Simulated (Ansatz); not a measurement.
HfO$_{2}$:
```
CELL_PARAMETERS angstrom
      0.00000     2.52952     2.52952
      2.52952     0.00000     2.52952
      2.52952     2.52952     0.00000
ATOMIC_POSITIONS crystal
  Hf 0.00000 0.00000 0.00000
  O  0.75000 0.75000 0.75000
  O  0.25000 0.25000 0.25000
```

Tensor components refer to the Cartesian frame of this cell.

Q: Give the high-frequency dielectric tensor and the Born effective charge tensors of the independent atoms from DFPT, r²SCAN (plane waves, PAW; program Ansatz).

A: 
ε∞:
```
4.91  0.00  0.00
0.00  4.91  0.00
0.00  0.00  4.91
```
Z* of atom 1 (Hf), rows: field, columns: displacement, in e:
```
5.51  0.00  0.00
0.00  5.51  0.00
0.00  0.00  5.51
```
Z* of atom 2 (O), rows: field, columns: displacement, in e:
```
-2.75   0.00   0.00
 0.00  -2.75   0.00
 0.00   0.00  -2.75
```

Static charges for comparison (Bader): Hf1 +2.77, O2 -1.39 e. Born charges measure polarisation by displacement and can exceed these by far.

Space group Fm-3m (fluorite). This is a known high-temperature phase of the composition, computed here at zero pressure and temperature. The cell was relaxed with r²SCAN under the symmetry of its start. At this level the phase is dynamically unstable (imaginary phonons). The run is not spin-polarised. Scalar-relativistic: spin–orbit coupling is off unless named, which matters more the heavier the elements.

Potentials: the earlier of the program's two PAW sets.
